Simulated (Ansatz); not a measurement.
Here is the system:

Re:
```cif
data_Re8
_chemical_formula_sum 'Re8'
_space_group_name_H-M_alt 'P-6m2'
_space_group_IT_number 187
_space_group_name_Hall 'P -6 2'
_cell_length_a 2.77579
_cell_length_b 2.77579
_cell_length_c 17.92533
_cell_angle_alpha 90.000
_cell_angle_beta 90.000
_cell_angle_gamma 120.000
loop_
_atom_site_label
_atom_site_type_symbol
_atom_site_symmetry_multiplicity
_atom_site_Wyckoff_symbol
_atom_site_fract_x
_atom_site_fract_y
_atom_site_fract_z
_atom_site_occupancy
Re1 Re 2 g 0.00000 0.00000 0.37497 1
Re2 Re 2 h 0.33333 0.66667 0.25036 1
Re3 Re 2 g 0.00000 0.00000 0.12508 1
Re4 Re 1 c 0.33333 0.66667 0.00000 1
Re5 Re 1 f 0.66667 0.33333 0.50000 1
```

This is the PBE-relaxed structure.

Q: All from plane-wave PAW PBE (Ansatz code), unless another level is named. Estimate the density of states at the Fermi level.

A: 0.73 states/eV per atom (mean over ±0.08 eV).

Q: And the gap with spin–orbit coupling?

A: none (metallic).

The start of the workflow was typed in or built on a structure type; neither database checked (COD, Materials Project) lists it. It is not the phase usual at ambient conditions (space group No. 194). Symmetry was held in the PBE relaxation; its stability against distortions is not shown here. The run is not spin-polarised. Spin–orbit coupling is left out wherever it is not named.

Potentials: the earlier of the program's two PAW sets.
